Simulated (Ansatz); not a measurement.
Zr$_{3}$HRh:
```cif
data_HRhZr3
_chemical_formula_sum 'Rh1 Zr3 H1'
_space_group_name_H-M_alt 'P 1'
_space_group_IT_number 1
_cell_length_a 4.35035
_cell_length_b 4.35035
_cell_length_c 4.35035
_cell_angle_alpha 90.000
_cell_angle_beta 90.000
_cell_angle_gamma 90.000
loop_
_space_group_symop_operation_xyz
  'x, y, z'
loop_
_atom_site_label
_atom_site_type_symbol
_atom_site_fract_x
_atom_site_fract_y
_atom_site_fract_z
_atom_site_occupancy
Rh1 Rh 0.00000 0.00000 0.00000 1
Zr1 Zr 0.50000 0.50000 0.00000 1
Zr2 Zr 0.50000 0.00000 0.50000 1
Zr3 Zr 0.00000 0.50000 0.50000 1
H1 H 0.50000 0.50000 0.50000 1
```

Relaxed with r²SCAN.

Problem. Which orbitals make up the states near the Fermi level in plane-wave PAW r²SCAN (Ansatz code)?

Solution. Within 0.5 eV of the Fermi level: Zr 4d 72 %, Rh 4d 15 %, outside the projected shells 5 %. Projections are on Löwdin-orthogonalised atomic valence shells; empty p or d shells of many metals are not among them.

Problem. Tabulate the density of states.

Solution. States/eV per cell of 5 atoms, in 0.25 eV bins, energy from the Fermi level.

```
E (eV)  total  Zr 4d  Rh 4d  Zr 5s
------  -----  -----  -----  -----
-7.85    0.68   0.21   0.00   0.14
-7.60    1.01   0.30   0.00   0.19
-7.35    0.99   0.29   0.00   0.17
-7.10    0.94   0.26   0.00   0.15
-6.85    0.89   0.23   0.00   0.13
-6.60    0.84   0.20   0.00   0.11
-6.35    0.63   0.14   0.00   0.08
-6.10    0.37   0.07   0.00   0.04
-5.85    0.24   0.04   0.00   0.02
-5.60    0.16   0.02   0.00   0.01
-5.35    0.22   0.05   0.00   0.05
-5.10    0.29   0.08   0.00   0.09
-4.85    0.36   0.11   0.00   0.13
-4.60    0.48   0.14   0.01   0.17
-4.35    0.63   0.17   0.02   0.22
-4.10    0.93   0.22   0.05   0.32
-3.85    1.65   0.51   0.19   0.43
-3.60    3.65   1.44   0.91   0.57
-3.35    3.45   1.35   1.39   0.37
-3.10    6.46   2.44   3.24   0.52
-2.85    8.47   2.93   4.58   0.72
-2.60    6.81   2.05   4.29   0.27
-2.35    7.75   1.94   5.29   0.21
-2.10    4.22   0.98   2.93   0.16
-1.85    4.06   1.06   2.54   0.23
-1.60    2.42   0.83   1.24   0.15
-1.35    3.04   1.22   1.37   0.25
-1.10    4.16   2.32   1.29   0.34
-0.85    5.04   3.27   1.19   0.34
-0.60    5.11   3.67   0.87   0.29
-0.35    5.28   3.85   0.88   0.23
-0.10    6.22   4.49   1.03   0.31
0.15     4.72   3.41   0.62   0.25
0.40     3.94   2.78   0.52   0.20
0.65     4.23   3.24   0.47   0.17
0.90     6.11   5.03   0.58   0.17
1.15     4.29   3.45   0.49   0.09
1.40     2.56   2.07   0.27   0.09
1.65     2.34   1.87   0.26   0.08
1.90     2.96   2.27   0.35   0.14
2.15     2.13   1.66   0.14   0.14
2.40     2.65   2.24   0.09   0.16
2.65     2.99   2.57   0.10   0.13
2.90     3.09   2.71   0.13   0.09
3.15     3.72   3.31   0.16   0.09
3.40     3.40   2.96   0.18   0.08
3.65     4.32   3.70   0.32   0.08
3.90     6.59   5.85   0.45   0.08
4.15     7.41   6.36   0.45   0.24
```

Space group Pm-3m. The start of the workflow was typed in or built on a structure type; neither database checked (COD, Materials Project) lists it. Its standing as an ambient phase is unchecked. Symmetry was held in the r²SCAN relaxation. At this level the phase is mechanically unstable. No spin polarisation was allowed. Scalar-relativistic: spin–orbit coupling is off unless named, which matters more the heavier the elements.

Potentials: the earlier of the program's two PAW sets.
